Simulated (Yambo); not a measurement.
G0W0@PBEsol for WO₃ (ReO3 type, space group Pm-3m, No. 221) in Yambo. Reference settings: 4×4×4 Γ-centred k mesh, bands 2 to 129 and a 10 Ry block in the screening, 129 bands in G with the Bruneval-Gonze terminator, plasmon pole fitted at 27.2 eV. The PBEsol gap R → Γ on this mesh is 0.60 eV; G0W0 gaps are taken between the same points.

The settings were changed. The gap went from 1.46 eV to 1.42 eV, and the shift of the valence edge from -0.19 eV to -0.11 eV.

**Question.** What was changed between the two runs?
(A) 47 bands in G, no terminator
(B) 47 bands in G
(C) wavefunctions cut at 25 Ry
(D) no terminator

**Answer.** C, wavefunctions cut at 25 Ry. The others gave (gap, valence shift): no terminator: 1.42, 0.04 eV; 47 bands in G: 1.49, -0.21 eV; 47 bands in G, no terminator: 1.45, 0.56 eV.

Spin-orbit coupling is not included.

Geometry relaxed with PBEsol; primitive cell a = 3.7950 Å, b = 3.7950 Å, c = 3.7950 Å, α = 90.00°, β = 90.00°, γ = 90.00°.

The structure is a Materials Project entry; no match was found in the copy of COD used, and its stability was not checked.

A shift is the quasiparticle energy of the state minus its PBEsol energy.
